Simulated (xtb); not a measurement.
xtb single point, GFN2-xTB, GBSA implicit chloroform, on diethyl ether, C4H10O (SMILES CCOCC), charge 0, multiplicity 1.

```
xtb m.xyz --gfn 2 --chrg 0 --uhf 0 --norestart --sp --gbsa chcl3

15

C     -2.392140    -0.191690    -0.281554
C     -0.976090    -0.282072     0.265305
O     -0.126057     0.465397    -0.577822
C      1.190353     0.624442    -0.105905
C      2.040992    -0.643037    -0.184048
H     -2.709242     0.846750    -0.317927
H     -2.422885    -0.596480    -1.289121
H     -3.072859    -0.753610     0.352022
H     -0.934680     0.124421     1.289121
H     -0.658501    -1.334487     0.303982
H      1.176063     0.997984     0.930567
H      1.622684     1.396169    -0.748709
H      3.072859    -0.402267     0.056457
H      1.998653    -1.053590    -1.189785
H      1.689901    -1.396169     0.517255
```

It prints:

```

          ...................................................
          :                      SETUP                      :
          :.................................................:
          :  # basis functions                  30          :
          :  # atomic orbitals                  30          :
          :  # shells                           20          :
          :  # electrons                        32          :
          :  max. iterations                   250          :
          :  Hamiltonian                  GFN2-xTB          :
          :  restarted?                      false          :
          :  GBSA solvation                   true          :
          :  PC potential                    false          :
          :  electronic temp.          300.0000000     K    :
          :  accuracy                    1.0000000          :
          :  -> integral cutoff          0.2500000E+02      :
          :  -> integral neglect         0.1000000E-07      :
          :  -> SCF convergence          0.1000000E-05 Eh   :
          :  -> wf. convergence          0.1000000E-03 e    :
          :  Broyden damping             0.4000000          :
          :  net charge                          0          :
          :  unpaired electrons                  0          :
          ...................................................

 iter      E             dE          RMSdq      gap      omega  full diag
   1    -17.8888986 -0.178889E+02  0.380E+00   11.94       0.0  T
   2    -17.9370295 -0.481309E-01  0.193E+00   11.48       1.0  T
   3    -17.9376920 -0.662462E-03  0.822E-01   11.55       1.0  T
   4    -17.9378894 -0.197447E-03  0.130E-01   11.58       1.0  T
   5    -17.9379189 -0.294911E-04  0.720E-02   11.60       1.0  T
   6    -17.9379206 -0.170301E-05  0.827E-03   11.61       3.1  T
   7    -17.9379208 -0.212508E-06  0.251E-03   11.61      10.3  T
   8    -17.9379208 -0.248472E-08  0.114E-03   11.61      22.6  T
   9    -17.9379208 -0.370111E-09  0.928E-05   11.61     278.2  T
  10    -17.9379208 -0.211031E-11  0.265E-05   11.61     974.8  T

   *** convergence criteria satisfied after 10 iterations ***

         #    Occupation            Energy/Eh            Energy/eV
      -------------------------------------------------------------
         1        2.0000           -0.7018306             -19.0978
       ...           ...                  ...                  ...
        10        2.0000           -0.4835289             -13.1575
        11        2.0000           -0.4757827             -12.9467
        12        2.0000           -0.4641574             -12.6304
        13        2.0000           -0.4573809             -12.4460
        14        2.0000           -0.4493552             -12.2276
        15        2.0000           -0.4370954             -11.8940
        16        2.0000           -0.4007738             -10.9056 (HOMO)
        17                          0.0257630               0.7010 (LUMO)
        18                          0.0970152               2.6399
        19                          0.1121306               3.0512
        20                          0.1163576               3.1663
        21                          0.1452574               3.9527
       ...                                ...                  ...
        30                          0.2916430               7.9360
      -------------------------------------------------------------
                  HL-Gap            0.4265367 Eh           11.6067 eV
             Fermi-level           -0.1875054 Eh           -5.1023 eV


         :::::::::::::::::::::::::::::::::::::::::::::::::::::
         ::                     SUMMARY                     ::
         :::::::::::::::::::::::::::::::::::::::::::::::::::::
         :: total energy             -17.728827393350 Eh    ::
         :: total w/o Gsasa/hb       -17.723419808098 Eh    ::
         :: gradient norm              0.007428757642 Eh/a0 ::
         :: HOMO-LUMO gap             11.606655654132 eV    ::
         ::.................................................::
         :: SCC energy               -17.937913905475 Eh    ::
         :: -> isotropic ES            0.024418691554 Eh    ::
         :: -> anisotropic ES          0.003787773454 Eh    ::
         :: -> anisotropic XC          0.005912701436 Eh    ::
         :: -> dispersion             -0.006855656353 Eh    ::
         :: -> Gsolv                  -0.008740087831 Eh    ::
         ::    -> Gelec               -0.003332502579 Eh    ::
         ::    -> Gsasa               -0.009514380027 Eh    ::
         ::    -> Ghb                  0.000000000000 Eh    ::
         ::    -> Gshift               0.004106794775 Eh    ::
         :: repulsion energy           0.209086512124 Eh    ::
         :: add. restraining           0.000000000000 Eh    ::
         :: total charge              -0.000000000000 e     ::
         :::::::::::::::::::::::::::::::::::::::::::::::::::::

[... lines cut ...]
        30                          0.2916430               7.9360
      -------------------------------------------------------------
                  HL-Gap            0.4265367 Eh           11.6067 eV
             Fermi-level           -0.1875054 Eh           -5.1023 eV

     #   Z          covCN         q      C6AA      α(0)
     1   6 C        3.751    -0.113    22.729     6.799
     2   6 C        3.694     0.090    19.252     6.278
     3   8 O        1.701    -0.357    20.013     6.040
     4   6 C        3.694     0.083    19.358     6.295
     5   6 C        3.750    -0.117    22.808     6.811
     6   1 H        0.925     0.053     2.288     2.366
     7   1 H        0.925     0.054     2.275     2.359
     8   1 H        0.925     0.053     2.284     2.364
     9   1 H        0.923     0.019     2.750     2.593
    10   1 H        0.923     0.024     2.670     2.555
    11   1 H        0.923     0.021     2.719     2.579
    12   1 H        0.924     0.048     2.344     2.394
    13   1 H        0.925     0.049     2.332     2.388
    14   1 H        0.925     0.049     2.328     2.386
    15   1 H        0.925     0.044     2.400     2.423

 Mol. C6AA /au·bohr⁶  :       1468.841221
 Mol. C8AA /au·bohr⁸  :      29790.017115
 Mol. α(0) /au        :         56.628378

Wiberg/Mayer (AO) data.
largest (>0.10) Wiberg bond orders for each atom

 ---------------------------------------------------------------------------
     #   Z sym  total        # sym  WBO       # sym  WBO       # sym  WBO
 ---------------------------------------------------------------------------
     1   6 C    3.993 --     2 C    1.015     6 H    0.986     7 H    0.986
                             8 H    0.985
     2   6 C    3.950 --     1 C    1.015     3 O    0.974    10 H    0.969
                             9 H    0.968
     3   8 O    2.055 --     4 C    0.980     2 C    0.974
     4   6 C    3.949 --     5 C    1.008     3 O    0.980    12 H    0.971
                            11 H    0.967
     5   6 C    3.995 --     4 C    1.008    14 H    0.987    15 H    0.986
                            13 H    0.985
     6   1 H    0.997 --     1 C    0.986
     7   1 H    0.997 --     1 C    0.986
     8   1 H    0.997 --     1 C    0.985
     9   1 H    1.000 --     2 C    0.968
    10   1 H    0.999 --     2 C    0.969
    11   1 H    1.000 --     4 C    0.967
    12   1 H    0.998 --     4 C    0.971
    13   1 H    0.997 --     5 C    0.985
    14   1 H    0.998 --     5 C    0.987
    15   1 H    0.998 --     5 C    0.986
 ---------------------------------------------------------------------------


molecular dipole:
                 x           y           z       tot (Debye)
 q only:        0.086      -0.273       0.358
   full:        0.159      -0.314       0.505       1.565
molecular quadrupole (traceless):
                xx          xy          yy          xz          yz          zz
 q only:        3.608       0.932      -1.359      -0.378       0.366      -2.248
  q+dip:        1.650       0.873      -0.481      -0.783       1.006      -1.169
   full:        2.505       1.049      -0.847      -0.674       0.756      -1.658

           -------------------------------------------------
          | TOTAL ENERGY              -17.728827393350 Eh   |
          | GRADIENT NORM               0.007428757642 Eh/α |
          | HOMO-LUMO GAP              11.606655654132 eV   |
           -------------------------------------------------
```

The total energy is -482.43 eV, -0.23 eV from the same level's vacuum run.
